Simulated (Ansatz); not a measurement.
Input:

BeS:
```xyz
2
Lattice="0.0000 2.4380 2.4380 2.4380 0.0000 2.4380 2.4380 2.4380 0.0000" Properties=species:S:1:pos:R:3 pbc="T T T"
Be     2.4380     2.4380     2.4380
S      1.2190     1.2190     1.2190
```

This is the PBE-relaxed structure.

Problem. All from the program Ansatz at the PBE level (PAW), unless another level is named. Predict the hole effective mass, band 3 of 3 at the edge.

Solution. 0.34 along [100], 0.22 along [110], 0.20 along [111] (mₑ).

Problem. Predict the formation energy from the elements (no fitted shifts).

Solution. -1.07 eV/atom.

Problem. Predict the weight of the conduction-edge state by species (Voronoi cells).

Solution. Be 61 %, S 39 %.

Problem. Give the conduction-band minimum.

Solution. at X (3 equivalent valleys).

Problem. What about the weight of the valence-edge state by species (Voronoi cells)?

Solution. S 80 %, Be 20 %.

Space group F-43m (zinc blende). The PBE relaxation kept the symmetry of its start. The volume moved by 29 % from the start of the relaxation. The references are the lowest solids computed at this level, not always the standard phases.

Potentials: the later of the program's two PAW sets.

Edges and masses are those of Kohn–Sham bands, whose gap is no quasiparticle gap.
